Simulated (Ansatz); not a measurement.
## One run on Rh₃Pb (I4/mmm): total moment held at 0.9 μB

Computed with DFT, PBEsol, all-electron LAPW, scalar-relativistic (Ansatz 0.2.0).

Command: `ansatz run input.yaml --threads 2 --pin off --max-ram 6144MiB --backend cpu --events-out ev --progress --plain --runs-dir out`

```yaml
crystal:
  lattice:
    - [-2.03747931, 2.03747931, 3.83300252]
    - [2.03747931, -2.03747931, 3.83300252]
    - [2.03747931, 2.03747931, -3.83300252]
  atoms:
    - { symbol: Rh, position: [0.75, 0.25, 0.5], spin: 0.3 }
    - { symbol: Rh, position: [0.25, 0.75, 0.5], spin: 0.3 }
    - { symbol: Rh, position: [0.5, 0.5, 0.0], spin: 0.3 }
    - { symbol: Pb, position: [0.0, 0.0, 0.0] }
magnetization:
  spin_polarized: true
  initial_magnetization: 0.9
  spin_locking: { lock_magnetization: hard }
kpoints:
  mp_grid: { grid: [10, 10, 10] }
scf:
  occupations: { method: fermi_dirac, width: 0.05 }
  lower_state_search: "off"
hamiltonian:
  xc: pbesol
  pseudopotentials: { kind: all_electron, lapw: { basis_error: 0.001 } }
output:
  forces: true
  stress: true
  eigenvalues: false
```

Log:

```
settings of this run that can trade accuracy for cost: output.eigenvalues: false. Do not mix this run's numbers with those of runs without the same settings; the input reference describes each key
LAPW: plane waves up to 8.275 Å⁻¹, error target 1.0e-3 eV per atom; small_component_spin mean_spin; Rh in spheres of 1.381 Å, 27 of its electrons in bands, Dirac shells []; Pb in spheres of 1.416 Å, 36 of its electrons in bands, Dirac shells [] (how accurate: hamiltonian.pseudopotentials.lapw.basis_error, Limitations)
Engine: ansatz 0.2.0
Pseudopotentials: kind: all_electron
Pseudopotential: Rh, LAPW, valence charge 27, lapw/all_electron/scalar/gaussian/Rh, Koelling and Harmon's equation, gaussian nucleus
Pseudopotential: Pb, LAPW, valence charge 36, lapw/all_electron/scalar/gaussian/Pb, Koelling and Harmon's equation, gaussian nucleus
Functional definition: PBEsol
  exchange = pbesol_x
  correlation = pbesol_c
Crystal: 4 atoms, lattice volume = 63.648 Å³
Basis set: ecut = 260.91711027707345 eV, 623 PW (Γ), FFT grids on a1+a3, a2+a3, a3, exchange–correlation at level 2
Bands: 71, of which v1, the nominal top of the filled ones, is band 59 counted from 1 (58 counted from 0)
Symmetry: 16 space group operations
Space group: I4/mmm (ITA 139), of the structure as read, at distance tolerance 4.0e-5 Å
Magnetic group: BNS 139.531 (UNI 1191), of the structure as read, at distance tolerance 4.0e-5 Å
k-points: 102 of 1000
Non-local potential: Rh, projectors of the file, none
Non-local potential: Pb, projectors of the file, none
Initial density: superposition of atomic densities (chi_scale 0.1, normalization cell)
Starting moments: Σ|m| = 0.9 μB on 3 of 4 sites
Initial wavefunctions: plane waves of lowest kinetic energy (no species holds an atomic orbital)
Functional: x = pbesol(κ = 0.804, μ = 0.12345679012345678), c = pbesol(β = 0.046)
iter 1 solved again at ethr=2.02e-4 eV; its pass at ethr=1.00e-1 eV (dr2=2.36e-1 eV) is discarded
SCF iter   1: F=—  HF=-958285.340065 eV  |F-HF|=—  |Δ(HF+E_count)|=         —  Δρ=1.39e-2 (↑1.23e-2 ↓1.39e-2)  dr2=2.37e-1  dr2_m=1.85e-3  M=0.900 μB ∫|m|=0.904 μB  β_m=0.30  ethr=2.02e-4  ⟨swp⟩=3.0  Hψ=91637  notcnv=0
preconditioner: auto → Kerker (q_TF=auto, 3.020 Å⁻¹)  [metal: Δε(μ)=0.000 eV  Ē_g=13.728 eV  σ=0.050 eV  W_gap=0.00  n_scr=30 (ndim 8)  ℏωp=29.8 eV  f_vac=0.000  D(μ)=4.15/eV (n_scr^D=36)]
spin=Collinear: Kerker preconditioning applied to the charge; magnetization (m = ρ↑ − ρ↓) channel mixes plain (no charge-response kernel on spin).
SCF iter   2: F=—  HF=-958284.484180 eV  |F-HF|=—  |Δ(HF+E_count)|=   8.56e-1  Δρ=7.65e-3 (↑6.99e-3 ↓7.65e-3)  dr2=1.92e-1  dr2_m=1.17e-3  M=0.900 μB ∫|m|=0.907 μB  β_m=0.33  ethr=2.02e-4  ⟨swp⟩=2.0  Hψ=44068  notcnv=0
SCF iter   3: F=—  HF=-958284.404584 eV  |F-HF|=—  |Δ(HF+E_count)|=   7.96e-2  Δρ=5.57e-3 (↑5.16e-3 ↓5.57e-3)  dr2=1.23e-1  dr2_m=6.95e-4  M=0.900 μB ∫|m|=0.913 μB  β_m=0.55  ethr=1.64e-4  ⟨swp⟩=2.0  Hψ=41010  notcnv=0
[...]
the basis was enlarged: its passes take 2.4 MiB over the memory plan, 2 of 2 planned eigensolver slots
[...]
SCF iter   7: F=—  HF=-958284.351242 eV  |F-HF|=—  |Δ(HF+E_count)|=   1.14e-3  Δρ=3.59e-4 (↑3.20e-4 ↓3.59e-4)  dr2=4.57e-4  dr2_m=2.82e-6  M=0.900 μB ∫|m|=0.941 μB  β_m=0.63  ethr=3.91e-7  ⟨swp⟩=2.0  Hψ=71432  notcnv=0
SCF iter   8: F=—  HF=-958284.351201 eV  |F-HF|=—  |Δ(HF+E_count)|=   4.07e-5  Δρ=1.68e-4 (↑1.38e-4 ↓1.68e-4)  dr2=8.12e-5  dr2_m=1.20e-6  M=0.900 μB ∫|m|=0.940 μB  β_m=0.82  ethr=3.91e-7  ⟨swp⟩=2.0  Hψ=41734  notcnv=0
SCF iter   9: F=—  HF=-958284.351205 eV  |F-HF|=—  |Δ(HF+E_count)|=   3.63e-6  Δρ=4.92e-5 (↑4.31e-5 ↓4.92e-5)  dr2=1.04e-5  dr2_m=6.25e-8  M=0.900 μB ∫|m|=0.938 μB  β_m=0.81  ethr=6.94e-8  ⟨swp⟩=2.0  Hψ=41734  notcnv=0
SCF iter  10: F=—  HF=-958284.351200 eV  |F-HF|=—  |Δ(HF+E_count)|=   4.55e-6  Δρ=1.59e-5 (↑1.53e-5 ↓1.59e-5)  dr2=6.37e-7  dr2_m=6.42e-9  M=0.900 μB ∫|m|=0.938 μB  β_m=0.91  ethr=8.85e-9  ⟨swp⟩=2.0  Hψ=41734  notcnv=0
SCF iter  11: F=—  HF=-958284.351200 eV  |F-HF|=—  |Δ(HF+E_count)|=   1.38e-7  Δρ=9.44e-6 (↑9.44e-6 ↓8.69e-6)  dr2=2.92e-7  dr2_m=6.75e-10  M=0.900 μB ∫|m|=0.938 μB  β_m=0.83  ethr=5.44e-10  ⟨swp⟩=2.0  Hψ=41734  notcnv=0
SCF iter  12: F=-958284.351200 eV  HF=-958284.351200 eV  |F-HF|=4.40e-8  |Δ(HF+E_count)|=   1.09e-7  Δρ=2.67e-6 (↑2.62e-6 ↓2.67e-6)  dr2=2.07e-8  dr2_m=1.05e-10  M=0.900 μB ∫|m|=0.938 μB  ethr=2.50e-10  ⟨swp⟩=2.0  Hψ=41734  notcnv=0
SCF 1 converged in 12 iterations: F = -958284.351200 eV  dr2 = 2.07e-8
SCF converged after 12 iterations
Stability checked in part: among states of this total moment the steps that led to this state did not find it unstable. No probe was made; neither looks for a lower state of another moment (fixed_total_moment; see scf.lower_state_search)
Magnetization: 0.9000 μB (58.9500 up, 58.0500 down)
Absolute magnetization: 0.9383 μB (∫|ρ↑−ρ↓|)
Spin contamination: 0.0037 ħ² per cell (⟨S²⟩ above its minimum at these occupations)
Per-site moments (μB) at R_I (Å): [(0.2509038193819073, 1.380899864846724), (0.2509038193819073, 1.380899864846724), (0.409245498705765, 1.380899864846724), (-0.0023352621791730144, 1.4162949415758437)]
Free energy (F): -958284.351200 eV
Harris-Foulkes:  -958284.351200 eV  (|F-HF|=4.40e-8)
Internal energy: -958284.314463 eV  (E = F + TS)
E sigma→0 (E₀):  -958284.332832 eV
Entropy (-TS):   -0.036737 eV (-9.184 meV/atom)
Fermi energy:    23.267868 (↑ 23.317377, ↓ 23.218359) eV
--- Per-component energies (eV) ---
  E_band       = -10286.646742
  E_kinetic    = 1061347.347962
  E_xc         = -21577.787729
  E_electrostatic = -1998053.874696  (all electrons and nuclei)
  E_smearing   = -0.036737  (= −TS)
  E_closure    = 0.000000  (closes the sum)
  E_atoms      = -958256.262851  (free atoms, spherical and without spin; not in F)
  Σ components = -958284.351200   (vs F -958284.351200, Δ=0.00e0)
  Basis errors (estimates in eV, not in F): energy 2.4e-4 per atom: plane waves 2.0e-4 (1.0e-4 summed), levels above the bands 4.9e-88, relativity 2.1e-8, radial functions 3.3e-5, core shells 9.4e-7; eigenvalues (radial functions only) 1.9e-6; not estimated: angular momenta, meshes, grids; target (lapw.basis_error) 1.0e-3; muffin-tin radii Rh 1.381 Å, Pb 1.416 Å
--- Forces (eV/Å), atoms counted from 1 ---
  atom   1  Rh     0.00000000     0.00000000    -0.00000000
  atom   2  Rh    -0.00000000    -0.00000000     0.00000000
  atom   3  Rh    -0.00000000     0.00000000    -0.00000000
  atom   4  Pb    -0.00000000     0.00000000     0.00000000
  max |Σ_I F_I| component: 4.34e-19 eV/Å
--- Stress (GPa, compression-positive) ---
       -5.007937       0.000000      -0.000000
        0.000000      -5.007937       0.000000
       -0.000000       0.000000      -4.390277
  P = ⅓ Tr σ = -4.8021 GPa (-48.021 kbar)
settings of this run that can trade accuracy for cost: output.eigenvalues: false. Do not mix this run's numbers with those of runs without the same settings; the input reference describes each key
```

Site moments (μB): Rh1 0.25, Rh2 0.25, Rh3 0.41, Pb4 0.00. Cell moment 0.90 μB.

The magnetic group in the log treats spin as a scalar label, without spin–orbit coupling.

The Ansatz runs typed with the search for lower states off end where their start leads. Spin–orbit coupling is left out although heavy atoms are present. None of this fixes the real material's magnetic order: only patterns that fit the cell were computed, at zero temperature, with a functional that can overstate moments.

It took 100 s on 2 threads of Intel(R) Xeon(R) Platinum 8488C (Sapphire Rapids) (shared host), peak memory 2 GiB.
